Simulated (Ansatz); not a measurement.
Li₂O₂:
```cif
data_Li4O4
_chemical_formula_sum 'Li4 O4'
_space_group_name_H-M_alt 'P 1'
_space_group_IT_number 1
_cell_length_a 3.11211
_cell_length_b 3.11211
_cell_length_c 7.59441
_cell_angle_alpha 90.000
_cell_angle_beta 90.000
_cell_angle_gamma 120.000
loop_
_space_group_symop_operation_xyz
  'x, y, z'
loop_
_atom_site_label
_atom_site_type_symbol
_atom_site_fract_x
_atom_site_fract_y
_atom_site_fract_z
_atom_site_occupancy
Li1 Li 0.00000 0.00000 0.00000 1
Li2 Li 0.00000 0.00000 0.50000 1
Li3 Li 0.33333 0.66667 0.25000 1
Li4 Li 0.66667 0.33333 0.75000 1
O1 O 0.33333 0.66667 0.64939 1
O2 O 0.66667 0.33333 0.35061 1
O3 O 0.66667 0.33333 0.14939 1
O4 O 0.33333 0.66667 0.85061 1
```

Relaxed with r²SCAN.

Q: Tabulate the valence density and the electron localisation function along the shortest Li–O contact (1.95 Å), plane-wave PAW r²SCAN (Ansatz code).

A: 

```csv
distance from Li (Å),density (e/Å³),ELF
0.20,7.03,0.98
0.29,4.76,0.96
0.39,2.65,0.75
0.49,1.17,0.31
0.59,0.43,0.06
0.68,0.20,0.03
0.78,0.20,0.05
0.88,0.25,0.18
0.98,0.36,0.43
1.07,0.54,0.64
1.17,0.83,0.76
1.27,1.31,0.81
1.37,2.09,0.83
1.46,3.26,0.81
1.56,4.67,0.74
1.66,5.98,0.61
1.76,6.90,0.43
```

The density is the valence pseudo-density with augmentation charge, so density and ELF within about 1 Å of a nucleus are not all-electron values.

Space group P6_3/mmc. The workflow started from a Materials Project entry (that database holds measured and hypothetical structures alike); the Crystallography Open Database files this formula in space group No. 194, but the cells were not matched. Whether it is the stable phase at ambient conditions was not checked. The r²SCAN relaxation kept the symmetry of its start; whether a distortion lowers the energy is not shown.

Potentials: the later of the program's two PAW sets.
